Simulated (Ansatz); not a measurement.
Molecular dynamics on a 2×2×2 supercell (24 atoms) of HfO2 (fluorite), relaxed with r2SCAN. Forces come from PBEsol in Ansatz 0.2.0: a Nosé-Hoover thermostat at fixed volume, 1300 K, steps of 3 fs. Computed, non-magnetic; the trajectory is short and the cell small, so nothing here is a converged average.

```yaml
crystal:
  lattice:
    - [0.0, 5.0583646387, 5.0583646387]
    - [5.0583646387, 0.0, 5.0583646387]
    - [5.0583646387, 5.0583646387, 0.0]
  atoms:
    - { symbol: Hf, position: [0.0, 0.0, 0.0] }
    - { symbol: O, position: [0.125, 0.125, 0.125] }
    - { symbol: O, position: [0.375, 0.375, 0.375] }
    - { symbol: Hf, position: [0.0, 0.0, 0.5] }
    - { symbol: O, position: [0.125, 0.125, 0.625] }
    - { symbol: O, position: [0.375, 0.375, 0.875] }
    - { symbol: Hf, position: [0.0, 0.5, 0.0] }
    - { symbol: O, position: [0.125, 0.625, 0.125] }
    - { symbol: O, position: [0.375, 0.875, 0.375] }
    - { symbol: Hf, position: [0.0, 0.5, 0.5] }
    - { symbol: O, position: [0.125, 0.625, 0.625] }
    - { symbol: O, position: [0.375, 0.875, 0.875] }
    - { symbol: Hf, position: [0.5, 0.0, 0.0] }
    - { symbol: O, position: [0.625, 0.125, 0.125] }
    - { symbol: O, position: [0.875, 0.375, 0.375] }
    - { symbol: Hf, position: [0.5, 0.0, 0.5] }
    - { symbol: O, position: [0.625, 0.125, 0.625] }
    - { symbol: O, position: [0.875, 0.375, 0.875] }
    - { symbol: Hf, position: [0.5, 0.5, 0.0] }
    - { symbol: O, position: [0.625, 0.625, 0.125] }
    - { symbol: O, position: [0.875, 0.875, 0.375] }
    - { symbol: Hf, position: [0.5, 0.5, 0.5] }
    - { symbol: O, position: [0.625, 0.625, 0.625] }
    - { symbol: O, position: [0.875, 0.875, 0.875] }
kpoints:
  mp_grid: { grid: [2, 2, 2] }
hamiltonian:
  xc: pbesol
scf:
  occupations: { method: fermi_dirac, width: 0.112 }
md:
  ensemble: nvt_nose_hoover
  temperature: 1300
  timestep: 3.0
  n_steps: 30
  initial_velocities: maxwell_boltzmann
  seed: 5508
```

Command: `ansatz run input.yaml --threads 4 --pin off --max-ram 3686MiB --backend cpu --events-out ev --progress --plain --runs-dir out`. Wall time 3.9 min on 4 threads of Arm Neoverse V1, on a shared host; peak host memory 1.5 GiB.

Task: How do temperature and energy develop?

Result: The temperature starts at 1300 K, is lowest at step 21 (565 K, 63 fs) and ends at 708 K. The thermostat hasn't had time to restore it. The atoms start on their lattice sites with kinetic energy alone, so much of it first passes into potential energy. By the last step the atoms have moved 0.26 Å in the root mean square, the drift of the whole cell taken out, 0.55 Å at most.
```tsv
step	t (fs)	T (K)	free energy F from step 0 (meV/atom)	kinetic energy (meV/atom)	largest force (eV/Å)
0	0	1300	0.0	161.0	0.00
1	3	1240	7.6	153.6	0.84
2	6	1080	27.8	133.8	1.63
3	9	873	54.1	108.1	2.34
4	12	687	77.7	85.1	2.82
5	15	582	91.0	72.1	2.92
6	18	582	91.0	72.1	3.16
7	21	664	80.8	82.2	3.52
8	24	772	67.3	95.6	3.79
9	27	851	57.8	105.4	3.96
10	30	874	55.8	108.2	4.04
11	33	854	59.3	105.8	4.30
12	36	830	63.3	102.8	4.09
13	39	830	64.1	102.8	3.93
14	42	853	62.0	105.7	3.85
15	45	878	59.8	108.7	3.77
16	48	880	60.5	109.0	3.68
17	51	845	66.0	104.7	3.56
18	54	773	76.2	95.8	3.40
19	57	681	89.0	84.4	3.30
20	60	602	100.1	74.6	3.58
21	63	565	105.7	70.0	4.00
22	66	579	104.9	71.7	3.85
23	69	617	101.0	76.5	3.62
24	72	644	98.9	79.8	3.40
25	75	643	100.6	79.6	3.34
26	78	623	104.6	77.2	3.53
27	81	607	108.2	75.2	3.12
28	84	610	109.3	75.6	3.32
29	87	642	106.9	79.5	3.78
30	90	708	100.3	87.6	3.71
```

Positions (Å) and forces (eV/Å) at step 30:
```
Hf   0.071  -0.227   0.034    -1.579   1.535   1.164
O    1.318   1.214   1.453     0.483   0.807   0.184
O    3.768   3.847   3.880     1.819  -0.246   1.724
Hf   2.562   2.527  -0.006     0.760   0.384   0.290
O    3.668   3.822   1.387    -0.093   0.149  -0.049
O    6.374   6.187   3.966    -0.858   0.828   0.621
Hf   2.473   0.079   2.605     1.074  -1.163  -0.915
O    3.617   1.545   3.415    -1.030  -1.928   0.672
O    6.261   3.751   6.060    -0.976  -0.248   1.372
Hf   5.142   2.555   2.693    -0.499   0.428  -1.958
O    6.500   3.739   3.621    -0.147   0.265   0.510
O    8.927   6.306   6.064     0.474   0.696  -0.207
Hf  -0.090   2.602   2.270    -0.704  -0.765   0.037
O    1.366   3.632   3.703    -1.966   1.435  -1.235
O    4.139   6.492   6.040    -2.187   1.129   0.447
Hf   2.489   5.014   2.642     0.645  -1.311  -2.627
O    3.684   6.160   3.598     1.128   3.452   0.760
O    6.198   8.760   6.266     0.703   0.119  -0.911
Hf   2.493   2.503   4.942     1.920  -0.300   2.013
O    3.666   3.873   6.401     0.450  -0.294   0.039
O    6.046   6.507   9.289     0.366  -1.736  -1.403
Hf   5.099   5.167   5.077    -0.871  -2.111  -0.595
O    6.432   6.329   6.645     0.203  -0.322  -0.316
O    8.905   8.919   8.891     0.888  -0.803   0.383
```
